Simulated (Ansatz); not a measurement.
Os:
```xyz
2
Lattice="2.7332 0.0000 0.0000 -1.3666 2.3670 0.0000 0.0000 0.0000 4.3115" Properties=species:S:1:pos:R:3 pbc="T T T"
Os     0.0000     1.5780     3.2337
Os     1.3666     0.7890     1.0779
```

Relaxed with r²SCAN+D4. Special points in fractions of this cell's reciprocal vectors: Γ (0.000, 0.000, 0.000); M (0.500, 0.000, 0.000); K (0.333, 0.333, 0.000); A (0.000, 0.000, 0.500); L (0.500, 0.000, 0.500); H (0.333, 0.333, 0.500).

Q: List the band energies nearest the Fermi level at these points for DFT-r²SCAN+D4 in the program Ansatz with PAW potentials.

A: In eV from the Fermi level; about four levels below and three above (degenerate sets whole), none deeper than 8.9 eV; … stands for higher levels left out; points with the same levels are listed once.

```csv
k,below,above
Γ,-2.38 -2.38 -1.73 -1.73 -0.06,…
M,-3.80 -3.13 -2.77 -2.01,2.06 2.66 2.79
K,-4.92 -3.68 -3.68 -1.47,1.52 1.52 2.12
A,-3.47 -3.47 -3.47 -3.47,…
L,-1.35 -1.35 -0.27 -0.27,2.42 2.42 …
H,-3.69 -3.69 -1.51 -1.51,1.65 1.65 …
```

Space group P6_3/mmc (hcp (Mg type)). The cell was relaxed with r²SCAN+D4 under the symmetry of its start. No spin polarisation was allowed. The pairwise dispersion correction was not fitted to metals. Scalar-relativistic: spin–orbit coupling is off unless named, which matters more the heavier the elements.

Potentials: the later of the program's two PAW sets.
